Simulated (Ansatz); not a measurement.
Starting cell, HfO2 (fluorite):

```xyz
6
Lattice="0.0000 5.0981 5.0981 2.5491 2.5491 5.0981 2.5491 2.5491 0.0000" Properties=species:S:1:pos:R:3 pbc="T T T"
Hf     0.0000     0.0000     0.0000
Hf     2.5491     5.0981     2.5491
O      1.2745     1.2745     1.2745
O      1.2745     3.8236     3.8236
O      3.8236     3.8236     3.8236
O      3.8236     6.3727     6.3727
```

The atoms are displaced by Q × the pattern below (from a DFPT mode at X = (0.5, 0.5, 0.0), largest move 1; Q in Å), at fixed cell. (q is in reciprocal vectors of the primitive cell; the cell shown is doubled to hold the pattern.)

| atom | x | y | z |
|---|---|---|---|
| O3 | 0.000 | 0.000 | -1.000 |
| O4 | 0.000 | 0.000 | 1.000 |
| O5 | 0.000 | 0.000 | -1.000 |
| O6 | 0.000 | 0.000 | 1.000 |

Atoms not listed stay in place.

Level of theory: PBE (plane waves to 420 eV, PAW, scalar-relativistic; Ansatz, a quantum-chemistry and plane-wave program). k mesh 11×11×11 (Γ-centred), Fermi-Dirac smearing 0.05 eV. The energy includes the smearing's −TS. HfO2 is run without spin polarisation. HfO2 was relaxed with its symmetry unable to fall. Spin-orbit coupling is left out, though Hf is heavy. The PAW data are Ansatz's earlier set. This is a high-temperature form of HfO2. The zero of ΔE is the undisplaced structure.

```
Q (Å)    ΔE (meV/cell)
-------  -------------
-0.4400            370
-0.3667             38
-0.2933       withheld
-0.2200           -152
-0.1467           -101
-0.0733            -31
0.0000               0
0.0733             -31
0.1467            -101
0.2200            -152
0.2933        withheld
0.3667              38
0.4400             370
```

Question: Fit an even polynomial form (powers 2, 4, 6) to the given rows and predict ΔE at Q = 0.2933.

Answer: Least squares on the 11 given rows: ΔE = (-5730)·Q² + (56760)·Q⁴ + (-89310)·Q⁶, in meV/cell with Q in Å; root-mean-square residual 1.9 meV/cell. At 0.2933 the fit gives -130 meV/cell; the calculation gives -124 meV/cell, so the interpolation is off by -6 (-4.8 %). The quadratic term alone would give -493 meV/cell: it is negative, as the undisplaced cell is unstable along this move.

(For displaced atoms, the force is minus the slope of the energy, and its curvature is a force constant, which sets phonon frequencies.)
